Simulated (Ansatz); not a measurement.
**Profile along the Ni–Ni line in Ni3Si (Cu3Au type)**

Ni3Si (Cu3Au type), conventional cell a = 3.461 Å, b = 3.461 Å, c = 3.461 Å, α = 90.00°, β = 90.00°, γ = 90.00°. The calculation uses the primitive cell of 4 atoms, to which meshes and values per cell refer.

Fields along a shortest Ni–Ni line of a {100} plane (2.45 Å), from Ni to Ni, interpolated on the slice's grid (step about 0.1 Å). These are PBEsol (plane waves to 420 eV, PAW, scalar-relativistic; Ansatz, a program for electronic structure) values and carry that method's errors. k mesh 13×13×13. These are valence fields of a PAW run, semicore shells included where kept as valence: close to a nucleus they are smooth pseudo fields. At this level the bands of Ni3Si touch or barely overlap. Ni3Si is run without spin polarisation. Ni3Si was relaxed with its symmetry unable to fall.

```tsv
distance from Ni (Å)	valence electron density (e/Å³)	electron localisation function
0.00	60.68	x
0.25	34.96	x
0.49	8.42	x
0.74	1.56	0.22
0.98	0.48	0.19
1.23	0.36	0.26
1.47	0.48	0.19
1.72	1.56	0.22
1.96	8.42	x
2.21	34.96	x
2.45	60.68	x
```

x: too close to a nucleus for the ELF to mean much.

Density on the Ni–Ni line (2.45 Å) at its midpoint: 0.36 e/Å³. ELF at that point: 0.26.
